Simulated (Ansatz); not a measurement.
## Kick test of a cell of MoW₂

It was reached by relaxing an invented guess, and it needn't be the stable form of this composition.

Computed with DFT PBE, scalar-relativistic, plane waves, PAW (Ansatz 0.2.0). Cutoff 420 eV; k points 20×20×20 on the computed 3-atom cell (Γ-centred); Gaussian smearing, width 0.10 eV; no spin polarisation.

The cell below (3 atoms, space group Immm (No. 71)) is relaxed within its symmetry.

```xyz
3
Lattice="-1.3362 2.2970 4.0035 1.3362 -2.2970 4.0035 1.3362 2.2970 -4.0035" Properties=species:S:1:pos:R:3 pbc="T T T"
Mo    0.0000    0.0000    0.0000
W     0.0000    0.0000    5.3483
W     0.0000    0.0000    2.6586
```

For the test a repeat of it with 6 atoms (edges 4.81, 4.81, 5.31 Å) was strained at random (σ = 1.5 % a component), the atoms were moved at random (σ = 0.10 Å), and all was relaxed again on a coarse 6×6×6 mesh (in the run’s order of axes) with 0.20 eV smearing, with no symmetry imposed.

These runs have no spin–orbit coupling, which can matter for W.

Question: Does it come back?

Answer: It doesn't return. The energy falls by 370 meV/atom on that mesh, the volume changes by -2.2 %, and the end has space group P-3m1 (No. 164) at a loose tolerance. Relaxed again on a 12×12×16 mesh with 0.10 eV smearing, the new structure lies 369 meV/atom below the first (mesh in the axes of the run's cell; the cell below is made exact in the group named). Space group P-3m1 (No. 164), trigonal, a = 4.491 Å, c = 2.751 Å. Mo has 6 W at 2.75 Å, 2 Mo at 2.75 Å and 6 W at 3.18 Å; W has 3 Mo at 2.75 Å, 5 W at 2.75 Å, 3 W at 3.17 Å and 3 Mo at 3.18 Å.

Space group P-3m1 (No. 164). a = 4.491 Å, b = 4.491 Å, c = 2.751 Å, α = 90.00°, β = 90.00°, γ = 120.00°
```
atom  site  symmetry       x       y       z
  Mo    1a      -3m. 0.0000  0.0000  0.0000
   W    2d       3m. 0.6667  0.3333  0.3314
```
